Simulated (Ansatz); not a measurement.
Rough cost of magnetic runs on Fe3Ge (Pm-3m) in Ansatz 0.2.0, 2 threads of Intel(R) Xeon(R) Platinum 8375C CPU @ 2.90GHz (Ice Lake), on a shared host.

```
Fe Ge
1.0
     3.66050    0.00000    0.00000
     0.00000    3.66050    0.00000
     0.00000    0.00000    3.66050
Fe Ge
3 1
Cartesian
  0.0000 1.8303 1.8303
  1.8303 1.8303 0.0000
  1.8303 0.0000 1.8303
  0.0000 0.0000 0.0000
```

| run | functional, mesh | k points solved | bands | iterations | wall time (s) | peak memory (GiB) |
| --- | --- | --- | --- | --- | --- | --- |
| PAW: parallel moments on spinors | PBEsol, 9×9×9 | 35 | 76 | 12 | 14 | 0.58 |
| PAW: start Fe1↑ Fe2↑ Fe3↓ on spinors | PBEsol, 9×9×9 | 75 | 76 | 20 | 39 | 0.78 |
| LAPW: in-plane start at Fe1 0°, Fe2 120°, Fe3 240° | PBEsol, 9×9×9 | 35 | 84 | 15 | 120 | 1.2 |
| LAPW: start Fe1↑ Fe2↑ Fe3↓ on spinors | PBEsol, 9×9×9 | 75 | 84 | 30 | 420 | 1.8 |
| PAW: in-plane start at Fe1 0°, Fe2 120°, Fe3 240° | PBEsol, 9×9×9 | 35 | 76 | 15 | 16 | 0.6 |
| LAPW: parallel moments on spinors | PBEsol, 9×9×9 | 35 | 84 | 13 | 110 | 1.2 |
| PAW: parallel moments | PBEsol, 9×9×9 | 35 | 43 | 10 | 3.4 | 0.47 |

Q: Roughly how much dearer is an iteration by LAPW than by PAW among the runs with the first row's mesh and spin treatment (non-collinear)?

A: About 7 times (medians of wall time over iterations; times from a shared host are rough).
